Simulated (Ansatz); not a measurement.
RuRhN₂ in space group R-3m (No. 166; Ru on 3b, Rh on 3a, N on 6c), plane-wave PAW r²SCAN (Ansatz code), all energies at zero smearing, with the estimated change up to a 700 eV cutoff added, with one set of potentials and settings (totals compare only within such a set). Cell of 4 atoms (1 Ru, 1 Rh, 2 N): -13074.011 eV.

| element | reference phase | E (eV/atom) |
|---|---|---|
| Ru | P6_3/mmc, 2 atoms in the cell | -5890.7039 |
| Rh | Fm-3m, 1 atoms in the cell | -6415.2735 |
| N | Pa-3, 8 atoms in the cell | -384.8315 |

Formation energy per atom, worked out: (-13074.011 − 1×(-5890.7039) − 1×(-6415.2735) − 2×(-384.8315))/4 = 0.407 eV/atom (39 kJ per mol of atoms), at 0 K, without zero-point energy or fitted corrections.

The start of the workflow was typed in or built on a structure type; neither database checked (COD, Materials Project) lists it. Its standing as an ambient phase is unchecked. The cell was relaxed with r²SCAN under the symmetry of its start; whether a distortion lowers the energy is not shown. Magnetic state: ferromagnetic, the only order run, not a proven ground state. Its formation energy is positive at this level, so the cell may be metastable or incomplete. Other orbital occupations within this spin state were not tried. No Hubbard U is applied. The references are the lowest solids computed at this level, not always the standard phases (solids in place of the gases).

Potentials: the later of the program's two PAW sets.
